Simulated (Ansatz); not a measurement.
**Structures of LiH₃: which is lowest?**

Plane-wave DFT in Ansatz with scalar-relativistic PAW potentials, cutoff 420 eV, Γ-centred meshes chosen by cell and gap, Gaussian smearing with energies taken to zero width. Every cell was relaxed (cell and atoms) in a run of its own, within the symmetry of its start. Functional: PBE.

Relaxed structures (starts from databases or built by putting these elements on another compound's sites):
A. Fm-3m, 4 atoms in the computed cell, a = 4.348 Å; sites (symmetry × multiplicity) Li m-3m × 4, H -43m × 8 + m-3m × 4; start: built
B. Cmcm, 8 atoms in the computed cell, a = 2.319 Å, b = 19.072 Å, c = 2.314 Å; sites (symmetry × multiplicity) Li m2m × 4, H m2m × 4 + m2m × 4 + m2m × 4; start: built

**Question.** Rank them by energy. Could pressure change the order?

**Answer.**
| structure | group | E − E(lowest) (meV/atom) | V (Å³/atom) | gap on mesh (eV) |
| --- | --- | --- | --- | --- |
| B | Cmcm | 0.0 | 6.39 | 0.00 |
| A | Fm-3m | 8.2 | 5.14 | 0.00 |

B is lowest, 8 meV/atom under A. A is denser by 1.26 Å³/atom, so pressure favours it: ΔE/ΔV, with ΔE in eV and 1 eV/Å³ = 160.2 GPa, gives about 1.0 GPa for equal enthalpy if both cells were rigid, a rough figure since the two compress differently. Without a dispersion term the weakly bound lowest cell is too large, so ΔV and this pressure are artefacts in part: a slight pressure closes the gap between layers first. Other structures may lie lower than all of these, and vibrations aren't counted.